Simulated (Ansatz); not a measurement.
GaN in space group P4_2/mnm (No. 136; Ga on 4g, N on 4f), PBE (plane waves, PAW; program Ansatz). The conduction-band minimum lies at Γ, with 1 equivalent valley. Second derivatives d²E/dk² of the lowest band at one valley (eV·Å²), along Cartesian directions:

| direction | d²E/dk² |
|---|---|
| [100] | 46.69 |
| [010] | 46.69 |
| [001] | 46.67 |
| [110] | 46.69 |
| [101] | 46.68 |
| [011] | 46.68 |

### Question
Find the principal effective masses, the density-of-states mass and the conductivity mass.

### Answer
Off-diagonal terms follow from H_xy = H[110] − (H_xx + H_yy)/2, and m*/mₑ = 7.620 eV·Å² over each eigenvalue: 0.16, 0.16, 0.16. One valley's DOS mass (m₁m₂m₃)^(1/3) = 0.16, conductivity mass 3/(Σ 1/mᵢ) = 0.16 mₑ.

### Question
What effective density of states Nc follows at 300 K for parabolic valleys?

### Answer
Nc = 2.509e19 × 1 × (0.16)^(3/2) ≈ 1.6e18 cm⁻³.

The start of the workflow was typed in or built on a structure type; neither database checked (COD, Materials Project) lists it. It is not the phase usual at ambient conditions (space group No. 186, 216). The PBE relaxation kept the symmetry of its start; whether a distortion lowers the energy is not shown. Scalar-relativistic: spin–orbit coupling is off unless named, which matters more the heavier the elements.

Potentials: the later of the program's two PAW sets.

Edges and masses are those of Kohn–Sham bands, whose gap is no quasiparticle gap.
